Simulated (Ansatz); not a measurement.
Total density of states per atom from PBE (plane waves, PAW; program Ansatz), in 0.25 eV bins, energy from the valence-band maximum:

```tsv
E (eV)	states/eV/atom
-7.85	0.22
-7.60	0.31
-7.35	0.32
-7.10	0.32
-6.85	0.38
-6.60	0.42
-6.35	0.34
-6.10	0.26
-5.85	0.21
-5.60	0.18
-5.35	0.15
-5.10	0.13
-4.85	0.11
-4.60	0.09
-4.35	0.08
-4.10	0.42
-3.85	0.65
-3.60	0.56
-3.35	0.54
-3.10	0.63
-2.85	0.78
-2.60	0.75
-2.35	0.64
-2.10	0.71
-1.85	0.67
-1.60	0.63
-1.35	0.57
-1.10	0.37
-0.85	0.25
-0.60	0.17
-0.35	0.10
-0.10	0.03
0.15	0.00
0.40	0.00
0.65	0.06
0.90	0.14
1.15	0.28
1.40	0.42
1.65	0.57
1.90	0.77
2.15	0.82
2.40	0.59
2.65	0.51
2.90	0.53
3.15	0.64
3.40	0.86
3.65	0.85
3.90	0.70
4.15	0.64
4.40	0.65
4.65	0.68
4.90	0.69
5.15	0.63
```

Q: Pick the material that matches.
A) SiGe, R-3m (Si on 6c, Ge on 6c)
B) HfSiO4, I4_1/amd (Hf on 4a, Si on 4b, O on 16h)
C) ZrO2, R-3m (Zr on 3a, O on 6c)
D) SiO2, CdI2 type

A: A, SiGe, R-3m (Si on 6c, Ge on 6c). Top 1 eV of the valence band: Ge 4p 51 %, Si 3p 45 %. Bottom 1 eV of the conduction band: Si 3p 30 %, Ge 4p 29 %, Ge 4s 22 %, Si 3s 9 %, outside the projected shells 10 %. Projections are on Löwdin-orthogonalised atomic valence shells; empty p or d shells of many metals are not among them.

The start of the workflow was typed in or built on a structure type; neither database checked (COD, Materials Project) lists it. Whether it is the stable phase at ambient conditions was not checked. The cell was relaxed with PBE under the symmetry of its start; whether a distortion lowers the energy is not shown. Scalar-relativistic: spin–orbit coupling is off unless named, which matters more the heavier the elements.

Potentials: the later of the program's two PAW sets.
